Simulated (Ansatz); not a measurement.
YGe2 (fluorite, space group No. 225) at seven volumes, plane-wave PAW PBE (Ansatz code), scaled uniformly. One row is withheld.

| V (Å³/atom) | P (GPa) |
|---|---|
| 23.436 | 5.93 |
| 24.209 | ? |
| 24.981 | 1.68 |
| 25.754 | 0.00 |
| 26.527 | -1.45 |
| 27.299 | -2.71 |
| 28.072 | -3.81 |

Question: Fit the shown pressures and predict the withheld one.

Answer: P = (3/2)B₀(x^(7/2) − x^(5/2))[1 + (3/4)(B′ − 4)(x − 1)] with x = (V₀/V)^(2/3). Least squares on the six rows gives V₀ = 25.754 Å³/atom, B₀ = 52.2 GPa, B′ = 3.92. At V = 24.209, x = 1.0421 and P = 3.65 GPa. The run itself gave 3.64 GPa.

Space group Fm-3m (fluorite). The cell is a constructed one: a structure type filled with these elements; neither database checked (COD, Materials Project) lists it. Whether it is the stable phase at ambient conditions was not checked. Symmetry was held in the PBE relaxation; its stability against distortions is not shown here. The run is not spin-polarised.

Potentials: the later of the program's two PAW sets.
